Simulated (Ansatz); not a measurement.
SiGe in space group I-4m2 (No. 119; Pearson symbol tI20) at seven volumes, DFT-PBE in the program Ansatz with PAW potentials, shape and atoms relaxed at each. One row is withheld.

| V (Å³/atom) | P (GPa) |
|---|---|
| 20.038 | 8.64 |
| 20.699 | 5.27 |
| 21.359 | 2.41 |
| 22.020 | 0.00 |
| 22.681 | -2.04 |
| 23.341 | ? |
| 24.002 | -5.19 |

**Question.** Fit the shown pressures and predict the withheld one.

**Answer.** Third-order Birch–Murnaghan: P = (3/2)B₀(x^(7/2) − x^(5/2))[1 + (3/4)(B′ − 4)(x − 1)] with x = (V₀/V)^(2/3). Least squares on the six rows gives V₀ = 22.020 Å³/atom, B₀ = 73.59 GPa, B′ = 4.64. At V = 23.341, x = 0.9619 and P = -3.75 GPa. The run itself gave -3.75 GPa.

The start of the workflow was typed in or built on a structure type; neither database checked (COD, Materials Project) lists it. Whether it is the stable phase at ambient conditions was not checked. The PBE relaxation kept the symmetry of its start; its stability against distortions is not shown here.

Potentials: the later of the program's two PAW sets.
